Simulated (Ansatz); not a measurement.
# Calculated coordination and ¹³⁹La quadrupole coupling for La₃Os

Cell: a computed structure from the Materials Project (it need not be an observed phase).

```cif
data_La3Os
_symmetry_space_group_name_H-M 'Pnma'
_symmetry_Int_Tables_number 62
_cell_length_a 7.4914
_cell_length_b 10.1166
_cell_length_c 6.6181
_cell_angle_alpha 90.000
_cell_angle_beta 90.000
_cell_angle_gamma 90.000
loop_
_atom_site_label
_atom_site_type_symbol
_atom_site_symmetry_multiplicity
_atom_site_Wyckoff_symbol
_atom_site_fract_x
_atom_site_fract_y
_atom_site_fract_z
La1 La 8 d 0.6703 0.0702 0.3261
La9 La 4 c 0.5445 0.2500 0.8484
Os Os 4 c 0.8810 0.2500 0.0529
```

One atom of each set is listed.

The numbers come from a DFT calculation in Ansatz (r2SCAN, plane waves and PAW, scalar-relativistic, 500 eV cutoff, Γ-centred 5×4×5 k-points, Fermi–Dirac smearing 0.05 eV).

Q(¹³⁹La) = 206.0 mb.

**Question.** Rank these La sites by |C_Q|, smallest first.
A. La1: 2 Os at 2.94–3.01 Å, angle 100°
B. La9: 2 Os at 2.86–2.92 Å, angle 143°

**Answer.** B (26.4 MHz, η = 0.30), A (37.2 MHz, η = 0.52).

At La9 V_zz stands upright on the plane of its two bonds (within 1°).

The run finds no gap above 0.1 eV (a metal, or nearly one), so the gradients can move by 10 % or more with the k-mesh. Without spin–orbit coupling the gradients at and beside Os can be off by some per cent, at some sites by more.
